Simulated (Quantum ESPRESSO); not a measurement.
# Computed records: Mg$_{2}$AlS$_{3}$F (made-up cell, one site empty), CaMg$_{2}$ZnO$_{4}$ (made-up cell), MgAl$_{3}$As$_{3}$S (made-up cell)

Calculation on a made-up crystal cell, not a measurement, run twice, once with a planted mistake found by running each candidate: periodic Kohn-Sham density functional theory in plane waves with PseudoDojo standard norm-conserving scalar-relativistic pseudopotentials, each functional with its own files (v0.5 for PBE, v0.4.1 for LDA and PBEsol), no spin polarisation, no spin-orbit coupling, atoms not relaxed, stress positive in tension, energies less a fixed whole-eV offset for each atom's element; levels are Kohn-Sham levels at fractions of this cell's reciprocal vectors, counted from the reference band (half the neutral cell's valence electrons, rounded up) at Gamma; error bars cover cutoff and k-mesh only, not smearing or the files; each bar is the largest change over components, and at least 0.002 eV, 0.002 eV per angstrom or 0.02 GPa; a charged cell sits in a uniform background, with energy and stress on this program's zero of potential; energies are for the whole cell, and the offsets were chosen from early runs and are not element reference energies; a distance is the largest change of any value in units of its error bar, a scale change is of lengths, and a coarse mesh keeps the half-step shift. Program: Quantum ESPRESSO 7.5.

Common to all runs: intended functional pbe; intended cutoff 1143 eV; intended fermi dirac smearing 0.025 eV; intended scf tolerance 1e-07 eV; intended electrons removed 0; healthy smearing term minus ts 0 eV; candidate k points along each vector 2; candidate electrons removed 1; structure shown as intended, without the mistake.

```yaml
- entry: 1
  formula: Mg2AlS3F
  kind: "made-up cell, one site empty"
  intended_structure:
    cell_angstrom:
      - [3.9353, -0.0579, 0.021]
      - [-0.1002, 6.7089, -0.0063]
      - [0.0343, -0.0059, 6.2864]
    atoms_fractional:
      - [Al, 0.01062, 0.01173, -0.00623]
      - [Mg, 0.49843, 0.48241, -0.02126]
      - [Mg, 0.47726, 0.17721, 0.49567]
      - [S, 0.00265, -0.00435, 0.383]
      - [F, 0.50602, 0.5184, 0.37324]
      - [S, 0.49215, 0.18104, 0.87654]
      - [S, 0.01707, 0.6742, 0.88527]
  given:
    lattice_type: wurtzite
    empty_site: 4
    "healthy_free_energy_less_offsets [eV]": 9.722
    healthy_scf_iterations: 12
    "healthy_pressure [GPa]": -1.71
    "healthy_stress_xx [GPa]": -0.32
    "healthy_stress_yy [GPa]": 1.02
    "healthy_stress_zz [GPa]": 4.43
    "healthy_stress_yz [GPa]": -2.65
    "healthy_stress_xz [GPa]": -0.18
    "healthy_stress_xy [GPa]": -1.65
    healthy_reference_band: 24
    "faulty_free_energy_less_offsets [eV]": 19.762
    faulty_scf_iterations: 15
    "faulty_smearing_term_minus_ts [eV]": -0.011
    "faulty_pressure [GPa]": 4.28
    "faulty_stress_xx [GPa]": 0.0
    "faulty_stress_yy [GPa]": -8.22
    "faulty_stress_zz [GPa]": -4.61
    "faulty_stress_yz [GPa]": -1.15
    "faulty_stress_xz [GPa]": -1.11
    "faulty_stress_xy [GPa]": 0.2
    faulty_reference_band: 24
    "candidate_cutoff [eV]": 660
    "candidate_smearing [eV]": 0.39
    candidate_functional: pbesol
    "candidate_scf_tolerance [eV]": 0.7
    "candidate_scale_change [percent]": -1.25
    candidate_first_exchanged_site: 1
    candidate_second_exchanged_site: 6
    intended_k_mesh: "5 x 4 x 4, shifted by half a step"
    atom_site: [1, 2, 3, 5, 6, 7, 8]
    "atom_energy_offset [eV]": [-64, -1617, -1617, -302, -677, -302, -302]
    healthy_force_site: [1, 2, 3, 5, 6, 7, 8]
    "healthy_force_x [eV/angstrom]": [-0.431, 0.238, 0.866, -0.886, -0.07, 0.597, -0.315]
    "healthy_force_y [eV/angstrom]": [-2.137, 4.539, 1.556, 0.322, -2.134, -3.365, 1.219]
    "healthy_force_z [eV/angstrom]": [1.766, 2.726, -1.608, -1.577, -0.807, -0.406, -0.093]
    healthy_level_k_point: [Gamma, "(1/2,1/2,1/2)", "(0.15,0,0)", "(0,0.15,0)", "(0,0,0.15)"]
    "healthy_next_band_up [eV]": [1.338, 2.605, 2.18, 1.501, 1.436]
    faulty_force_site: [1, 2, 3, 5, 6, 7, 8]
    "faulty_force_x [eV/angstrom]": [0.697, 0.075, 0.706, -0.922, 0.162, -0.342, -0.375]
    "faulty_force_y [eV/angstrom]": [0.445, 2.804, -2.801, -0.096, 3.045, -2.764, -0.633]
    "faulty_force_z [eV/angstrom]": [-0.237, -1.453, 0.778, 0.286, 1.427, -0.758, -0.043]
    faulty_level_k_point: [Gamma, "(1/2,1/2,1/2)", "(0.15,0,0)", "(0,0.15,0)", "(0,0,0.15)"]
    "faulty_next_band_up [eV]": [0.219, 0.553, 0.161, 0.209, 0.221]
    candidate_mistake: ["coarse kmesh", "low cutoff", "wide smearing", "wrong functional", "loose scf", "wrong charge", "cell scaled", "atoms exchanged"]
  results:
    fault_kind: "atoms exchanged"
    other_mistakes_compared: 7
    "distance_from_healthy [error bars]": 5020.0
    "distance_from_nearest_other_mistake [error bars]": 1669.0
    "healthy_error_bar_energy [eV]": 0.002
    "healthy_error_bar_stress [GPa]": 0.02799
    "healthy_error_bar_force [eV/angstrom]": 0.003396
    "healthy_error_bar_next_band_up [eV]": 0.002
- entry: 2
  formula: CaMg2ZnO4
  kind: "made-up cell"
  intended_structure:
    cell_angstrom:
      - [4.4647, -0.0416, -0.0115]
      - [-0.0416, 4.4871, 0.0216]
      - [-0.0115, 0.0216, 4.6023]
    atoms_fractional:
      - [Mg, 0.021, 0.00444, 0.00777]
      - [Ca, 0.00487, 0.50183, 0.50273]
      - [Zn, 0.49189, -0.01382, 0.48877]
      - [Mg, 0.49133, 0.50243, 0.00437]
      - [O, 0.50583, 0.01962, 0.00528]
      - [O, 0.49448, 0.50216, 0.48818]
      - [O, 1.01039, 0.00993, 0.50277]
      - [O, 0.99052, 0.48891, 0.0049]
  given:
    lattice_type: rocksalt
    "healthy_free_energy_less_offsets [eV]": 0.29
    healthy_scf_iterations: 12
    "healthy_pressure [GPa]": -4.57
    "healthy_stress_xx [GPa]": 3.35
    "healthy_stress_yy [GPa]": 3.83
    "healthy_stress_zz [GPa]": 6.52
    "healthy_stress_yz [GPa]": 0.8
    "healthy_stress_xz [GPa]": -0.5
    "healthy_stress_xy [GPa]": -1.9
    "faulty_free_energy_less_offsets [eV]": -0.013
    faulty_scf_iterations: 10
    "faulty_smearing_term_minus_ts [eV]": -1.166
    "faulty_pressure [GPa]": -2.48
    "faulty_stress_xx [GPa]": 1.26
    "faulty_stress_yy [GPa]": 1.72
    "faulty_stress_zz [GPa]": 4.46
    "faulty_stress_yz [GPa]": 0.72
    "faulty_stress_xz [GPa]": -0.47
    "faulty_stress_xy [GPa]": -1.75
    "candidate_cutoff [eV]": 633
    "candidate_smearing [eV]": 0.74
    candidate_functional: lda
    "candidate_scf_tolerance [eV]": 0.3
    "candidate_scale_change [percent]": -1.5
    candidate_first_exchanged_site: 3
    candidate_second_exchanged_site: 4
    intended_k_mesh: "4 x 4 x 4, shifted by half a step"
    atom_site: [1, 2, 3, 4, 5, 6, 7, 8]
    "atom_energy_offset [eV]": [-1617, -1055, -5687, -1617, -452, -452, -452, -452]
    healthy_force_site: [1, 2, 3, 4, 5, 6, 7, 8]
    "healthy_force_x [eV/angstrom]": [-0.578, -0.777, 0.239, 0.471, -0.267, 0.446, 0.028, 0.438]
    "healthy_force_y [eV/angstrom]": [0.163, 0.094, 0.265, -0.181, -0.591, 0.341, -0.625, 0.533]
    "healthy_force_z [eV/angstrom]": [-0.143, 0.133, 0.06, 0.032, -0.012, 0.139, -0.025, -0.184]
    faulty_force_site: [1, 2, 3, 4, 5, 6, 7, 8]
    "faulty_force_x [eV/angstrom]": [-0.569, -0.774, 0.261, 0.471, -0.251, 0.437, 0.006, 0.419]
    "faulty_force_y [eV/angstrom]": [0.151, 0.102, 0.283, -0.167, -0.548, 0.278, -0.605, 0.505]
    "faulty_force_z [eV/angstrom]": [-0.146, 0.137, 0.085, 0.022, -0.011, 0.115, -0.027, -0.175]
    candidate_mistake: ["coarse kmesh", "low cutoff", "wide smearing", "wrong functional", "loose scf", "wrong charge", "cell scaled", "atoms exchanged"]
  results:
    fault_kind: "wide smearing"
    other_mistakes_compared: 7
    "distance_from_healthy [error bars]": 582.8
    "distance_from_nearest_other_mistake [error bars]": 582.8
    "healthy_error_bar_energy [eV]": 0.002
    "healthy_error_bar_stress [GPa]": 0.03977
    "healthy_error_bar_force [eV/angstrom]": 0.003258
- entry: 3
  formula: CaMg2ZnO4
  kind: "made-up cell"
  intended_structure:
    cell_angstrom:
      - [4.4647, -0.0416, -0.0115]
      - [-0.0416, 4.4871, 0.0216]
      - [-0.0115, 0.0216, 4.6023]
    atoms_fractional:
      - [Mg, 0.021, 0.00444, 0.00777]
      - [Ca, 0.00487, 0.50183, 0.50273]
      - [Zn, 0.49189, -0.01382, 0.48877]
      - [Mg, 0.49133, 0.50243, 0.00437]
      - [O, 0.50583, 0.01962, 0.00528]
      - [O, 0.49448, 0.50216, 0.48818]
      - [O, 1.01039, 0.00993, 0.50277]
      - [O, 0.99052, 0.48891, 0.0049]
  given:
    lattice_type: rocksalt
    "healthy_free_energy_less_offsets [eV]": 0.29
    healthy_scf_iterations: 12
    "healthy_pressure [GPa]": -4.57
    "healthy_stress_xx [GPa]": 3.35
    "healthy_stress_yy [GPa]": 3.83
    "healthy_stress_zz [GPa]": 6.52
    "healthy_stress_yz [GPa]": 0.8
    "healthy_stress_xz [GPa]": -0.5
    "healthy_stress_xy [GPa]": -1.9
    "faulty_free_energy_less_offsets [eV]": 0.315
    faulty_scf_iterations: 5
    "faulty_smearing_term_minus_ts [eV]": 0.0
    "faulty_pressure [GPa]": -3.91
    "faulty_stress_xx [GPa]": 2.84
    "faulty_stress_yy [GPa]": 3.28
    "faulty_stress_zz [GPa]": 5.61
    "faulty_stress_yz [GPa]": 0.82
    "faulty_stress_xz [GPa]": -0.52
    "faulty_stress_xy [GPa]": -1.94
    "candidate_cutoff [eV]": 633
    "candidate_smearing [eV]": 0.74
    candidate_functional: lda
    "candidate_scf_tolerance [eV]": 0.3
    "candidate_scale_change [percent]": -1.5
    candidate_first_exchanged_site: 3
    candidate_second_exchanged_site: 4
    intended_k_mesh: "4 x 4 x 4, shifted by half a step"
    atom_site: [1, 2, 3, 4, 5, 6, 7, 8]
    "atom_energy_offset [eV]": [-1617, -1055, -5687, -1617, -452, -452, -452, -452]
    healthy_force_site: [1, 2, 3, 4, 5, 6, 7, 8]
    "healthy_force_x [eV/angstrom]": [-0.578, -0.777, 0.239, 0.471, -0.267, 0.446, 0.028, 0.438]
    "healthy_force_y [eV/angstrom]": [0.163, 0.094, 0.265, -0.181, -0.591, 0.341, -0.625, 0.533]
    "healthy_force_z [eV/angstrom]": [-0.143, 0.133, 0.06, 0.032, -0.012, 0.139, -0.025, -0.184]
    faulty_force_site: [1, 2, 3, 4, 5, 6, 7, 8]
    "faulty_force_x [eV/angstrom]": [-0.575, -0.786, 0.266, 0.477, -0.279, 0.426, 0.037, 0.434]
    "faulty_force_y [eV/angstrom]": [0.193, 0.091, 0.285, -0.21, -0.629, 0.367, -0.641, 0.544]
    "faulty_force_z [eV/angstrom]": [-0.143, 0.139, 0.053, 0.045, -0.024, 0.137, -0.022, -0.184]
    candidate_mistake: ["coarse kmesh", "low cutoff", "wide smearing", "wrong functional", "loose scf", "wrong charge", "cell scaled", "atoms exchanged"]
  results:
    fault_kind: "loose scf"
    other_mistakes_compared: 7
    "distance_from_healthy [error bars]": 23.0
    "distance_from_nearest_other_mistake [error bars]": 31.08
    "healthy_error_bar_energy [eV]": 0.002
    "healthy_error_bar_stress [GPa]": 0.03977
    "healthy_error_bar_force [eV/angstrom]": 0.003258
- entry: 4
  formula: MgAl3As3S
  kind: "made-up cell"
  intended_structure:
    cell_angstrom:
      - [5.593, -0.0567, 0.0438]
      - [-0.0567, 5.5856, -0.0585]
      - [0.0438, -0.0585, 5.6591]
    atoms_fractional:
      - [Al, 0.02361, -0.00735, 0.01856]
      - [Mg, 0.01955, 0.51429, 0.52332]
      - [Al, 0.4723, 0.00984, 0.51962]
      - [Al, 0.49316, 0.52098, 0.00713]
      - [As, 0.25311, 0.26072, 0.25154]
      - [S, 0.24006, 0.74818, 0.76824]
      - [As, 0.7573, 0.25408, 0.77009]
      - [As, 0.73104, 0.74089, 0.24169]
  given:
    lattice_type: "zincblende/diamond"
    "healthy_free_energy_less_offsets [eV]": 4.672
    healthy_scf_iterations: 9
    "healthy_pressure [GPa]": 5.11
    "healthy_stress_xx [GPa]": -4.51
    "healthy_stress_yy [GPa]": -5.17
    "healthy_stress_zz [GPa]": -5.64
    "healthy_stress_yz [GPa]": -3.24
    "healthy_stress_xz [GPa]": -0.94
    "healthy_stress_xy [GPa]": -3.34
    healthy_reference_band: 35
    "faulty_free_energy_less_offsets [eV]": 3.99
    faulty_scf_iterations: 10
    "faulty_smearing_term_minus_ts [eV]": -2.122
    "faulty_pressure [GPa]": 5.86
    "faulty_stress_xx [GPa]": -5.48
    "faulty_stress_yy [GPa]": -5.87
    "faulty_stress_zz [GPa]": -6.23
    "faulty_stress_yz [GPa]": -3.14
    "faulty_stress_xz [GPa]": -1.16
    "faulty_stress_xy [GPa]": -3.45
    faulty_reference_band: 35
    "candidate_cutoff [eV]": 799
    "candidate_smearing [eV]": 0.6
    candidate_functional: pbesol
    "candidate_scf_tolerance [eV]": 0.7
    "candidate_scale_change [percent]": 1.77
    candidate_first_exchanged_site: 2
    candidate_second_exchanged_site: 3
    intended_k_mesh: "4 x 4 x 4, shifted by half a step"
    atom_site: [1, 2, 3, 4, 5, 6, 7, 8]
    "atom_energy_offset [eV]": [-64, -1617, -64, -64, -2887, -302, -2887, -2887]
    healthy_force_site: [1, 2, 3, 4, 5, 6, 7, 8]
    "healthy_force_x [eV/angstrom]": [-1.929, -1.683, 1.594, 0.008, 0.249, 1.249, -0.606, 1.12]
    "healthy_force_y [eV/angstrom]": [0.484, -0.493, 0.169, -1.648, -0.376, 1.025, -0.75, 1.589]
    "healthy_force_z [eV/angstrom]": [0.02, -1.199, -0.499, -1.053, 0.223, 0.583, 0.066, 1.86]
    healthy_level_k_point: [Gamma, "(1/2,1/2,1/2)", "(0.15,0,0)", "(0,0.15,0)", "(0,0,0.15)"]
    "healthy_next_band_up [eV]": [0.599, 1.008, 0.986, 0.971, 0.923]
    faulty_force_site: [1, 2, 3, 4, 5, 6, 7, 8]
    "faulty_force_x [eV/angstrom]": [-1.502, -1.376, 1.114, -0.455, 0.375, 1.271, -0.573, 1.147]
    "faulty_force_y [eV/angstrom]": [0.243, -0.282, 0.004, -1.409, -0.373, 0.974, -0.814, 1.657]
    "faulty_force_z [eV/angstrom]": [-0.128, -1.057, -0.319, -1.245, 0.145, 0.644, 0.184, 1.775]
    faulty_level_k_point: [Gamma, "(1/2,1/2,1/2)", "(0.15,0,0)", "(0,0.15,0)", "(0,0,0.15)"]
    "faulty_next_band_up [eV]": [0.794, 1.203, 1.16, 1.158, 1.122]
    candidate_mistake: ["coarse kmesh", "low cutoff", "wide smearing", "wrong functional", "loose scf", "wrong charge", "cell scaled", "atoms exchanged"]
  results:
    fault_kind: "wide smearing"
    other_mistakes_compared: 7
    "distance_from_healthy [error bars]": 318.4
    "distance_from_nearest_other_mistake [error bars]": 318.4
    "healthy_error_bar_energy [eV]": 0.006665
    "healthy_error_bar_stress [GPa]": 0.02
    "healthy_error_bar_force [eV/angstrom]": 0.003742
    "healthy_error_bar_next_band_up [eV]": 0.002
- entry: 5
  formula: MgAl3As3S
  kind: "made-up cell"
  intended_structure:
    cell_angstrom:
      - [5.593, -0.0567, 0.0438]
      - [-0.0567, 5.5856, -0.0585]
      - [0.0438, -0.0585, 5.6591]
    atoms_fractional:
      - [Al, 0.02361, -0.00735, 0.01856]
      - [Mg, 0.01955, 0.51429, 0.52332]
      - [Al, 0.4723, 0.00984, 0.51962]
      - [Al, 0.49316, 0.52098, 0.00713]
      - [As, 0.25311, 0.26072, 0.25154]
      - [S, 0.24006, 0.74818, 0.76824]
      - [As, 0.7573, 0.25408, 0.77009]
      - [As, 0.73104, 0.74089, 0.24169]
  given:
    lattice_type: "zincblende/diamond"
    "healthy_free_energy_less_offsets [eV]": 4.672
    healthy_scf_iterations: 9
    "healthy_pressure [GPa]": 5.11
    "healthy_stress_xx [GPa]": -4.51
    "healthy_stress_yy [GPa]": -5.17
    "healthy_stress_zz [GPa]": -5.64
    "healthy_stress_yz [GPa]": -3.24
    "healthy_stress_xz [GPa]": -0.94
    "healthy_stress_xy [GPa]": -3.34
    healthy_reference_band: 35
    "faulty_free_energy_less_offsets [eV]": 17.719
    faulty_scf_iterations: 9
    "faulty_smearing_term_minus_ts [eV]": 0.0
    "faulty_pressure [GPa]": 3.1
    "faulty_stress_xx [GPa]": -2.5
    "faulty_stress_yy [GPa]": -3.15
    "faulty_stress_zz [GPa]": -3.64
    "faulty_stress_yz [GPa]": -3.17
    "faulty_stress_xz [GPa]": -0.93
    "faulty_stress_xy [GPa]": -3.24
    faulty_reference_band: 35
    "candidate_cutoff [eV]": 799
    "candidate_smearing [eV]": 0.6
    candidate_functional: pbesol
    "candidate_scf_tolerance [eV]": 0.7
    "candidate_scale_change [percent]": 1.77
    candidate_first_exchanged_site: 2
    candidate_second_exchanged_site: 3
    intended_k_mesh: "4 x 4 x 4, shifted by half a step"
    atom_site: [1, 2, 3, 4, 5, 6, 7, 8]
    "atom_energy_offset [eV]": [-64, -1617, -64, -64, -2887, -302, -2887, -2887]
    healthy_force_site: [1, 2, 3, 4, 5, 6, 7, 8]
    "healthy_force_x [eV/angstrom]": [-1.929, -1.683, 1.594, 0.008, 0.249, 1.249, -0.606, 1.12]
    "healthy_force_y [eV/angstrom]": [0.484, -0.493, 0.169, -1.648, -0.376, 1.025, -0.75, 1.589]
    "healthy_force_z [eV/angstrom]": [0.02, -1.199, -0.499, -1.053, 0.223, 0.583, 0.066, 1.86]
    healthy_level_k_point: [Gamma, "(1/2,1/2,1/2)", "(0.15,0,0)", "(0,0.15,0)", "(0,0,0.15)"]
    "healthy_next_band_up [eV]": [0.599, 1.008, 0.986, 0.971, 0.923]
    faulty_force_site: [1, 2, 3, 4, 5, 6, 7, 8]
    "faulty_force_x [eV/angstrom]": [-1.902, -1.659, 1.571, 0.022, 0.256, 1.236, -0.6, 1.075]
    "faulty_force_y [eV/angstrom]": [0.49, -0.498, 0.176, -1.626, -0.374, 1.012, -0.736, 1.557]
    "faulty_force_z [eV/angstrom]": [0.034, -1.185, -0.497, -1.016, 0.199, 0.589, 0.083, 1.793]
    faulty_level_k_point: [Gamma, "(1/2,1/2,1/2)", "(0.15,0,0)", "(0,0.15,0)", "(0,0,0.15)"]
    "faulty_next_band_up [eV]": [0.511, 0.943, 0.908, 0.882, 0.833]
    candidate_mistake: ["coarse kmesh", "low cutoff", "wide smearing", "wrong functional", "loose scf", "wrong charge", "cell scaled", "atoms exchanged"]
  results:
    fault_kind: "wrong functional"
    other_mistakes_compared: 7
    "distance_from_healthy [error bars]": 1957.0
    "distance_from_nearest_other_mistake [error bars]": 1908.0
    "healthy_error_bar_energy [eV]": 0.006665
    "healthy_error_bar_stress [GPa]": 0.02
    "healthy_error_bar_force [eV/angstrom]": 0.003742
    "healthy_error_bar_next_band_up [eV]": 0.002
```
